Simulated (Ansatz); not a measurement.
input.yaml

```yaml
crystal:
  lattice:
    - [5.782, 0.0, 0.0]
    - [0.0, 3.481, 0.0]
    - [0.0, 0.0, 6.259]
  atoms:
    - { symbol: Ge, position: [0.81, 0.75, 0.575] }
    - { symbol: Ge, position: [0.19, 0.25, 0.425] }
    - { symbol: Ge, position: [0.69, 0.25, 0.075] }
    - { symbol: Ge, position: [0.31, 0.75, 0.925] }
    - { symbol: Pd, position: [0.995, 0.75, 0.166] }
    - { symbol: Pd, position: [0.005, 0.25, 0.834] }
    - { symbol: Pd, position: [0.505, 0.25, 0.666] }
    - { symbol: Pd, position: [0.495, 0.75, 0.334] }
basis:
  ecutwfc: 500
kpoints:
  mp_grid: { grid: [6, 10, 6] }
hamiltonian:
  xc: r2scan
scf:
  occupations: { method: gaussian, width: 0.1 }
output:
  forces: true
  stress: true
  eigenvalues: true
  populations: true
```

Run as
```bash
ansatz run input.yaml --threads 2 --pin off --max-ram 5120MiB --backend cpu --events-out ev --progress --plain --runs-dir out
```

All numbers below come from DFT r2SCAN, scalar-relativistic, plane waves, PAW (Ansatz).

From the run's log, abridged (final results; tables in files aren't shown):

```
SCF 1 converged in 8 iterations: F = -45157.211107 eV  dr2 = 4.98e-8
SCF converged after 8 iterations
Free energy (F): -45157.211107 eV
Harris-Foulkes:  -45157.211107 eV  (|F-HF|=4.00e-8)
Internal energy: -45157.202547 eV  (E = F + TS)
E sigma→0 (E₀):  -45157.206827 eV
Entropy (-TS):   -0.008560 eV (-1.070 meV/atom)
Fermi energy:    16.562295 eV
--- Per-component energies (eV) ---
  E_band       = -1146.314362
  E_kinetic    = 2513.376850
  E_local      = -16262.901195  (includes V_loc(G=0)·N_el)
  E_nonlocal   = 2544.740759
  E_hartree    = 6936.171574
  E_xc         = -923.356279
  E_vxc        = -1212.732076  (∫ρ·V_xc dr)
  E_paw        = -23221.661630  (= ΣΔE_a)
  E_vpaw       = -2686.774979  (= ΣTr[D̂ρ^β])
  E_aug_tail   = 0.000494  (compensation charges beyond the density's cutoff)
  E_vtau       = 85.626162  (kinetic-family band-sum trace: ∫τ·v_τ [+ j·A + Jᵃ·Aᵃ] dr)
  E_ewald      = -16737.421710
  E_core_change = -6.151409  (= ΣΔE_core)
  E_smearing   = -0.008560  (= −TS)
--- Forces (eV/Å), atoms counted from 1 ---
  atom   1  Ge     1.15699126     0.00000000     0.44325128
  atom   2  Ge    -1.15699126     0.00000000    -0.44325128
  atom   3  Ge    -1.15699126     0.00000000     0.44325128
  atom   4  Ge     1.15699126     0.00000000    -0.44325128
  atom   5  Pd    -0.16864128     0.00000000     2.35294281
  atom   6  Pd     0.16864128     0.00000000    -2.35294281
  atom   7  Pd     0.16864128     0.00000000     2.35294281
  atom   8  Pd    -0.16864128     0.00000000    -2.35294281
--- Stress (GPa, compression-positive) ---
        6.529345       0.000000       0.000000
        0.000000       5.723928       0.000000
        0.000000       0.000000       7.616854
  P = ⅓ Tr σ = 6.6234 GPa (66.234 kbar)
--- Band table (eV; the first three rows and the last of 96) ---
  k-point 0: bands = ["-71.2744", "-71.2702", "-71.2498", "-71.2456", "-36.2889", "-36.2748", "-36.2743", "-36.2172", "-36.2020", "-36.1757", "-36.1694", "-36.1565", "-36.0946", "-36.0924", "-36.0776", "-36.0712", "-9.1521", "-9.1472", "-9.1356", "-9.1304", "-9.1079", "-9.1033", "-9.1030", "-9.1000", "-9.0994", "-9.0982", "-9.0903", "-9.0881", "-9.0811", "-9.0787", "-9.0754", "-9.0752", "-9.0728", "-9.0704", "-9.0688", "-9.0646", "3.7101", "6.1005", "6.9272", "7.5102", "9.7868", "9.7983", "10.8055", "11.1528", "11.3245", "11.3941", "11.5153", "11.7356", "11.8163", "11.8480", "12.1972", "12.5722", "12.5879", "12.6826", "12.8706", "13.4194", "13.5245", "13.5600", "13.8789", "14.0583", "14.1962 ...
  k-point 1: bands = ["-71.2742", "-71.2705", "-71.2495", "-71.2458", "-36.2886", "-36.2796", "-36.2677", "-36.2251", "-36.1943", "-36.1753", "-36.1698", "-36.1583", "-36.0945", "-36.0926", "-36.0772", "-36.0716", "-9.1517", "-9.1474", "-9.1351", "-9.1306", "-9.1077", "-9.1036", "-9.1031", "-9.0997", "-9.0992", "-9.0977", "-9.0910", "-9.0888", "-9.0815", "-9.0777", "-9.0769", "-9.0744", "-9.0719", "-9.0703", "-9.0695", "-9.0650", "3.8163", "5.8038", "7.0510", "7.4905", "9.4717", "10.4136", "10.8068", "11.2006", "11.3374", "11.3572", "11.3989", "11.6477", "11.7533", "11.9190", "12.0892", "12.3535", "12.6345", "12.8823", "13.0148", "13.3866", "13.4912", "13.5561", "13.8081", "13.8943", "14.330 ...
  k-point 2: bands = ["-71.2735", "-71.2714", "-71.2486", "-71.2465", "-36.2875", "-36.2833", "-36.2591", "-36.2372", "-36.1827", "-36.1742", "-36.1711", "-36.1637", "-36.0942", "-36.0931", "-36.0760", "-36.0727", "-9.1506", "-9.1481", "-9.1338", "-9.1312", "-9.1071", "-9.1049", "-9.1024", "-9.1004", "-9.0969", "-9.0962", "-9.0925", "-9.0909", "-9.0818", "-9.0794", "-9.0756", "-9.0730", "-9.0714", "-9.0712", "-9.0695", "-9.0661", "4.1269", "5.2155", "7.2212", "7.4347", "9.5668", "10.6304", "10.9657", "10.9674", "11.3047", "11.3210", "11.4286", "11.6029", "11.7952", "11.9795", "11.9875", "12.0970", "12.8797", "13.0918", "13.2042", "13.2677", "13.3895", "13.6519", "13.6561", "13.6884", "14.335 ...
  k-point 95: bands = ["-71.2594", "-71.2594", "-71.2594", "-71.2594", "-36.2653", "-36.2653", "-36.2653", "-36.2653", "-36.1940", "-36.1940", "-36.1940", "-36.1940", "-36.0774", "-36.0774", "-36.0774", "-36.0774", "-9.1369", "-9.1369", "-9.1369", "-9.1369", "-9.1067", "-9.1067", "-9.1067", "-9.1067", "-9.0845", "-9.0845", "-9.0845", "-9.0845", "-9.0762", "-9.0762", "-9.0762", "-9.0762", "-9.0671", "-9.0671", "-9.0671", "-9.0671", "6.8938", "6.8938", "6.8938", "6.8938", "10.1911", "10.1911", "10.1911", "10.1911", "11.6268", "11.6268", "11.6268", "11.6268", "12.0784", "12.0784", "12.0784", "12.0784", "12.8742", "12.8742", "12.8742", "12.8742", "13.5249", "13.5249", "13.5249", "13.5249", "14.1 ...
--- Löwdin populations: 8 sites ---
  site symbol q [e]
     0     Ge     14.6065
     1     Ge     14.6065
     2     Ge     14.6065
     3     Ge     14.6065
     4     Pd     17.2422
     5     Pd     17.2422
     6     Pd     17.2422
     7     Pd     17.2422
  spilling = 0.004726 (of n_electrons = 128.000000)
```

The calculation finished and met its thresholds.

The run took 49 s on 2 threads of Oxide Virtual Turin-like Processor (Zen 5), on a shared host, peak memory 1.2 GiB.